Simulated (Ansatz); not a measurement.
The following input was run with Ansatz 0.2.0.

```yaml
crystal:
  lattice:
    - [-3.875774, 3.862554, -3.876643]
    - [3.873152, 3.858164, 3.874875]
    - [3.870426, -3.860786, -3.869527]
  atoms:
    - { symbol: Ru, position: [0.5017878638, 0.7468821932, 0.7508214159] }
    - { symbol: Rh, position: [0.9926708442, 0.7468410354, 0.2511355676] }
    - { symbol: Os, position: [0.2479158051, 0.9998554532, 0.748119648] }
    - { symbol: Os, position: [0.001917547, 0.2466414817, 0.7507655913] }
    - { symbol: Os, position: [0.7502285529, 0.5027111928, 0.7531994468] }
    - { symbol: Os, position: [0.2455055744, 0.2556571608, 0.5044203127] }
    - { symbol: Os, position: [0.0010527985, 0.4989999501, 0.496337305] }
    - { symbol: Os, position: [0.7595338274, 0.0001542645, 0.2504122542] }
    - { symbol: Os, position: [0.7547066319, 0.7541287476, 0.5056273846] }
    - { symbol: Os, position: [0.9909241801, 0.0009843405, 0.9968682334] }
    - { symbol: Os, position: [0.2480071569, 0.4926898252, 0.2508468759] }
    - { symbol: Os, position: [0.7551989158, 0.2531155687, 0.0048860712] }
    - { symbol: Os, position: [0.5002102142, 0.499679465, 0.9956738597] }
    - { symbol: Pt, position: [0.5021105617, 0.9993904319, 0.5051030154] }
    - { symbol: Pt, position: [0.5024986854, 0.2551406898, 0.2504615582] }
    - { symbol: Pt, position: [0.248459356, 0.7457565303, 0.9962022371] }
basis:
  ecutwfc: 420
kpoints:
  mp_grid: { grid: [6, 6, 6] }
hamiltonian:
  xc: pbe
scf:
  occupations: { method: gaussian, width: 0.1 }
  n_extra_bands: 8
output:
  forces: true
  stress: true
  eigenvalues: true
  populations: true
  dos:
    method: { smearing: { sigma: 0.1, scheme: gaussian } }
    projected: true
    de: 0.02
  write_density: true
  write_potential: true
  elf: true
  volumetric_format: npy
```

Command:
```bash
ansatz run input.yaml --threads 4 --pin off --max-ram 9216MiB --backend cpu --events-out ev --progress --plain --runs-dir out
```

Method: DFT PBE, scalar-relativistic, plane waves, PAW in Ansatz 0.2.0.

Part of what the program printed, abridged (iterations and final results):

```
SCF iter   1: F=—  HF=-175078.836195 eV  |F-HF|=—  |Δ(HF+E_count)|=         —  Δρ=6.92e-3  dr2=7.50e-2  ethr=1.77e-3  ⟨swp⟩=5.0  Hψ=51878  notcnv=0
SCF iter   2: F=—  HF=-175078.843839 eV  |F-HF|=—  |Δ(HF+E_count)|=   7.64e-3  Δρ=3.48e-3  dr2=1.29e-2  ethr=2.85e-5  ⟨swp⟩=2.0  Hψ=23361  notcnv=0
SCF iter   3: F=—  HF=-175078.847099 eV  |F-HF|=—  |Δ(HF+E_count)|=   3.26e-3  Δρ=6.71e-4  dr2=7.58e-4  ethr=4.92e-6  ⟨swp⟩=2.7  Hψ=26071  notcnv=0
SCF iter   4: F=—  HF=-175078.847207 eV  |F-HF|=—  |Δ(HF+E_count)|=   1.09e-4  Δρ=1.10e-4  dr2=4.04e-5  ethr=2.88e-7  ⟨swp⟩=2.0  Hψ=24612  notcnv=0
SCF iter   5: F=—  HF=-175078.846724 eV  |F-HF|=—  |Δ(HF+E_count)|=   4.83e-4  Δρ=2.98e-5  dr2=4.06e-6  ethr=1.54e-8  ⟨swp⟩=2.0  Hψ=25224  notcnv=0
SCF iter   6: F=—  HF=-175078.846724 eV  |F-HF|=—  |Δ(HF+E_count)|=   4.55e-7  Δρ=1.04e-5  dr2=3.73e-7  ethr=1.54e-9  ⟨swp⟩=2.0  Hψ=22366  notcnv=0
SCF iter   7: F=-175078.846724 eV  HF=-175078.846724 eV  |F-HF|=2.67e-8  |Δ(HF+E_count)|=   3.64e-8  Δρ=3.40e-6  dr2=3.75e-8  ethr=3.80e-11  ⟨swp⟩=9.1  Hψ=99936  notcnv=0
SCF 1 converged in 7 iterations: F = -175078.846724 eV  dr2 = 3.75e-8
SCF converged after 7 iterations
Free energy (F): -175078.846724 eV
Harris-Foulkes:  -175078.846724 eV  (|F-HF|=2.67e-8)
Internal energy: -175078.785798 eV  (E = F + TS)
E sigma→0 (E₀):  -175078.816261 eV
Entropy (-TS):   -0.060926 eV (-3.808 meV/atom)
Fermi energy:    24.511023 eV
--- Per-component energies (eV) ---
  E_band       = -1390.049245
  E_kinetic    = 9178.745741
  E_local      = -16235.627279  (includes V_loc(G=0)·N_el)
  E_nonlocal   = 1267.964909
  E_hartree    = 6304.504662
  E_xc         = -4131.770746
  E_vxc        = -4551.286546  (∫ρ·V_xc dr)
  E_paw        = -134536.222661  (= ΣΔE_a)
  E_vpaw       = -3658.857895  (= ΣTr[D̂ρ^β])
  E_aug_tail   = 0.000431  (compensation charges beyond the density's cutoff)
  E_ewald      = -36926.380855
  E_smearing   = -0.060926  (= −TS)
--- Forces (eV/Å), atoms counted from 1 ---
  atom   1  Ru    -0.04657764    -0.01151617    -0.04514514
  atom   2  Rh    -0.00386903     0.08381062    -0.00913913
  atom   3  Os     0.04029474    -0.01465275     0.09158453
  atom   4  Os    -0.03836237    -0.00662647    -0.03335840
  atom   5  Os     0.07266951    -0.02069226     0.02889331
  atom   6  Os    -0.08910531     0.02108993    -0.02537829
  atom   7  Os    -0.08649939     0.00889128     0.10917169
  atom   8  Os    -0.01227684     0.07573110    -0.01583679
  atom   9  Os     0.05100610     0.02499975    -0.06932304
  atom  10  Os    -0.02122853     0.03601713    -0.10508548
  atom  11  Os     0.01960495    -0.13180171     0.01895725
  atom  12  Os     0.11208539     0.02897567    -0.08445289
  atom  13  Os    -0.07628785    -0.00380106     0.04761029
  atom  14  Pt     0.03803924    -0.01110469     0.04006627
  atom  15  Pt     0.00551931    -0.06462689     0.01457738
  atom  16  Pt     0.03497418    -0.01466419     0.03683575
--- Stress (GPa, compression-positive) ---
        0.001570       0.002034       0.077387
        0.002034      -0.030620      -0.050341
        0.077387      -0.050341      -0.049511
  P = ⅓ Tr σ = -0.0262 GPa (-0.262 kbar)
--- Band table (eV; the first three rows and the last of 112) ---
  k-point 0: bands = ["-74.7285", "-74.5072", "-74.5018", "-61.9562", "-61.9192", "-61.9106", "-61.9000", "-61.8984", "-61.8867", "-61.8774", "-61.8626", "-61.8341", "-61.8051", "-61.7912", "-54.4405", "-48.4539", "-28.9701", "-28.9579", "-28.9341", "-28.7778", "-28.7395", "-28.7335", "-28.7132", "-28.7020", "-28.6530", "-22.4132", "-22.3937", "-22.3290", "-21.7118", "-21.6997", "-21.6680", "-21.6548", "-21.5717", "-21.5553", "-21.5382", "-21.5281", "-21.4818", "-21.4564", "-21.4330", "-21.4185", "-21.3126", "-21.3074", "-21.2936", "-21.2777", "-21.2634", "-21.2546", "-21.2481", "-21.2426", "-21.2376", "-21.1996", "-21.1733", "-21.1453", "-21.1327", "-21.0888", "-21.0744", "-21.0499", "-21.0 ...
  k-point 1: bands = ["-74.7285", "-74.5072", "-74.5018", "-61.9538", "-61.9224", "-61.9119", "-61.8996", "-61.8969", "-61.8870", "-61.8784", "-61.8615", "-61.8336", "-61.8051", "-61.7912", "-54.4405", "-48.4539", "-28.9700", "-28.9579", "-28.9342", "-28.7780", "-28.7395", "-28.7334", "-28.7131", "-28.7021", "-28.6528", "-22.4130", "-22.3943", "-22.3291", "-21.7126", "-21.6915", "-21.6717", "-21.6426", "-21.5935", "-21.5740", "-21.5533", "-21.5320", "-21.4852", "-21.4493", "-21.4193", "-21.3914", "-21.3536", "-21.3165", "-21.3022", "-21.2758", "-21.2579", "-21.2320", "-21.2278", "-21.2194", "-21.2126", "-21.1877", "-21.1740", "-21.1485", "-21.1296", "-21.0975", "-21.0685", "-21.0567", "-21.0 ...
  k-point 2: bands = ["-74.7285", "-74.5072", "-74.5018", "-61.9474", "-61.9295", "-61.9152", "-61.8981", "-61.8947", "-61.8886", "-61.8792", "-61.8597", "-61.8326", "-61.8052", "-61.7913", "-54.4405", "-48.4539", "-28.9700", "-28.9580", "-28.9343", "-28.7784", "-28.7394", "-28.7333", "-28.7130", "-28.7024", "-28.6524", "-22.4128", "-22.3955", "-22.3293", "-21.7264", "-21.7108", "-21.6464", "-21.6330", "-21.6161", "-21.5855", "-21.5477", "-21.5302", "-21.4990", "-21.4433", "-21.4224", "-21.3907", "-21.3488", "-21.3309", "-21.3050", "-21.2688", "-21.2487", "-21.2272", "-21.2128", "-21.1943", "-21.1821", "-21.1671", "-21.1400", "-21.1360", "-21.1215", "-21.1007", "-21.0782", "-21.0641", "-21.0 ...
  k-point 111: bands = ["-74.7285", "-74.5072", "-74.5018", "-61.9406", "-61.9315", "-61.9106", "-61.9044", "-61.9000", "-61.8951", "-61.8742", "-61.8583", "-61.8315", "-61.8046", "-61.7908", "-54.4405", "-48.4539", "-28.9701", "-28.9580", "-28.9347", "-28.7788", "-28.7393", "-28.7332", "-28.7128", "-28.7022", "-28.6522", "-22.4170", "-22.3968", "-22.3300", "-21.8183", "-21.7031", "-21.6628", "-21.6376", "-21.5786", "-21.5540", "-21.5316", "-21.4932", "-21.4540", "-21.4287", "-21.3884", "-21.3829", "-21.3416", "-21.3333", "-21.3006", "-21.2765", "-21.2696", "-21.2518", "-21.2350", "-21.2263", "-21.2056", "-21.1574", "-21.1457", "-21.1118", "-21.1053", "-21.0916", "-21.0779", "-21.0668", "-21 ...
--- Löwdin populations: 16 sites ---
  site symbol q [e]
     0     Ru     16.0724
     1     Rh     16.9990
     2     Os     15.8280
     3     Os     15.7902
     4     Os     15.8321
     5     Os     15.7778
     6     Os     15.7921
     7     Os     15.8104
     8     Os     15.7937
     9     Os     15.7774
    10     Os     15.8200
    11     Os     15.7929
    12     Os     15.7927
    13     Pt     17.8152
    14     Pt     17.7810
    15     Pt     17.8152
  spilling = 0.010304 (of n_electrons = 263.000000)
```

The calculation finished and met its thresholds.

It took 66 s on 4 threads of Intel(R) Xeon(R) 6975P-C (Granite Rapids), on a shared host, peak memory 2.8 GiB.

Spin–orbit coupling is left out, which can shift energies with elements as heavy as these.